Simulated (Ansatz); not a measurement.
Ba2Ti2N3F3:
```
CELL_PARAMETERS angstrom
      4.07052     0.00000     0.00000
      0.00000     4.07052     0.00000
      0.00000     0.00000     8.53792
ATOMIC_POSITIONS crystal
  Ba 0.50000 0.50000 0.00000
  Ti 0.00000 0.00000 0.72128
  F  0.50000 0.00000 0.76481
  N  0.00000 0.50000 0.74839
  F  0.00000 0.00000 0.00000
  Ba 0.50000 0.50000 0.50000
  Ti 0.00000 0.00000 0.27872
  N  0.50000 0.00000 0.25161
  F  0.00000 0.50000 0.23519
  N  0.00000 0.00000 0.50000
```

Plane-wave PAW PBE (Ansatz code) gives a gap of 1.38 eV without spin–orbit coupling, maximum on the M–Γ line, 64 % of the way from M, minimum at Γ.

What happens when spin–orbit coupling is switched on?

The gap decreases by 0.01 eV, to 1.37 eV; maximum on the M–Γ line, 62 % of the way from M, minimum at Γ.

Space group P-4m2. The start of the workflow was typed in or built on a structure type; neither database checked (COD, Materials Project) lists it. Its standing as an ambient phase is unchecked. The PBE relaxation kept the symmetry of its start; its stability against distortions is not shown here. The workflow began spin-polarised and lost its moments.

Potentials: the earlier of the program's two PAW sets.
